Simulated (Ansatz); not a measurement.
# Ni₃Hg₂Se₂: input and output

Input file of Ansatz 0.2.0:

```yaml
crystal:
  lattice:
    - [2.750144, 4.763385, 0.0]
    - [-2.750144, 4.763385, 0.0]
    - [0.0, -3.17559, 4.663303]
  atoms:
    - { symbol: Ni, position: [0.0, 0.0, 0.5] }
    - { symbol: Ni, position: [0.5, 0.0, 0.5] }
    - { symbol: Ni, position: [0.0, 0.5, 0.5] }
    - { symbol: Se, position: [0.2809, 0.2809, 0.8427] }
    - { symbol: Se, position: [0.7191, 0.7191, 0.1573] }
    - { symbol: Hg, position: [0.5, 0.5, 0.5] }
    - { symbol: Hg, position: [0.0, 0.0, 0.0] }
  symmetry: { tolerance: 0.0003 }
kpoints:
  mp_grid: { grid: [8, 8, 8], shift: [0, 0, 0] }
  band_path:
    path:
      - [0.0, 0.0, 0.0]
      - [0.0, 0.0, 0.5]
      - [0.25604558, -0.25604558, 0.5]
      - [0.25604558, -0.48790885, 0.24395442]
      - [0.5, 0.0, 0.0]
      - [0.0, 0.0, 0.0]
      - [0.37197721, -0.37197721, 0.0]
      - [0.25604558, -0.37197721, 0.37197721]
      - [0.0, -0.5, 0.5]
      - [0.0, 0.0, 0.0]
    npoints: 6
magnetization:
  spin_polarized: false
scf:
  occupations: { method: fermi_dirac, width: 0.0958 }
  lower_state_search: "off"
  max_iter: 200
hamiltonian:
  pseudopotentials: { kind: paw }
  xc: r2scan
basis:
  ecutwfc: 500
  fft_grid_basis: typed
output:
  forces: true
  stress: true
  eigenvalues: true
  bader: true
  populations: true
  elf: true
  write_potential: true
  volumetric_format: npy
  dos:
    e_range: [-12, 8]
    de: 0.05
    projected: { site_lists: { Hg: [Hg], Ni: [Ni], Se: [Se] } }
checkpoint:
  read: saved_state
```

The saved state is an earlier solution for the same cell, perhaps on another mesh. 

Excerpt of what it printed:

```
SCF iter   1: F=-56148.9429 eV  Δρ=3.65e-3  dr2=1.62e-3  dr2_τ=1.89e-3
SCF iter   2: F=-56148.9433 eV  Δρ=2.07e-3  dr2=9.46e-4  dr2_τ=3.23e-4
SCF iter   3: F=-56148.9431 eV  Δρ=1.40e-3  dr2=1.07e-3  dr2_τ=1.07e-4
SCF iter   4: F=-56148.9440 eV  Δρ=2.06e-4  dr2=4.02e-5  dr2_τ=1.07e-6
SCF iter   5: F=-56148.9441 eV  Δρ=5.49e-5  dr2=4.88e-6  dr2_τ=6.58e-7
SCF iter   6: F=-56148.9441 eV  Δρ=4.26e-5  dr2=2.05e-6  dr2_τ=3.72e-8
SCF iter   7: F=-56148.9441 eV  Δρ=1.31e-5  dr2=2.39e-7  dr2_τ=4.73e-9
SCF iter   8: F=-56148.9441 eV  Δρ=7.13e-6  dr2=5.58e-8  dr2_τ=6.76e-10
Free energy (F): -56148.9441 eV
Harris-Foulkes:  -56148.9441 eV  (|F-HF|=2.29e-8)
Internal energy: -56148.8401 eV  (E = F + TS)
E sigma→0 (E₀):  -56148.8921 eV
Entropy (-TS):   -0.1041 eV (-14.865 meV/atom)
Fermi energy:    13.9299 eV
--- Forces (eV/Å), atoms counted from 1 ---
  atom   1  Ni     0.0000     0.0000     0.0000
  atom   2  Ni     0.0000     0.0000     0.0000
  atom   3  Ni     0.0000     0.0000     0.0000
  atom   4  Se     0.0000     0.0000    -0.1095
  atom   5  Se     0.0000     0.0000     0.1095
  atom   6  Hg     0.0000     0.0000     0.0000
  atom   7  Hg     0.0000     0.0000     0.0000
--- Stress (GPa, compression-positive) ---
       -1.0133       0.0000       0.0000
        0.0000      -1.0133       0.0000
        0.0000       0.0000       3.1623
  P = ⅓ Tr σ = 0.3785 GPa (3.785 kbar)
--- Löwdin populations: 7 sites ---
  site symbol       q [e]
     0     Ni     17.7399
     1     Ni     17.7399
     2     Ni     17.7399
     3     Se     16.4829
     4     Se     16.4829
     5     Hg     19.3093
     6     Hg     19.3029
  spilling = 0.0095 (of n_electrons = 126.0000)
--- Bader charges: 7 sites ---
  site symbol  charge [e]  shift [e]
     0     Ni      0.2358     0.0002
     1     Ni      0.2358     0.0002
     2     Ni      0.2358     0.0002
     3     Se     -0.4381     0.0006
     4     Se     -0.4381     0.0006
     5     Hg      0.0635     0.0015
     6     Hg      0.1054     0.0005
```

Origin: a known structure type with other elements, at an estimated volume, so it need not be a known compound. Caveats: no spin polarisation, so a magnetic state may lie lower.
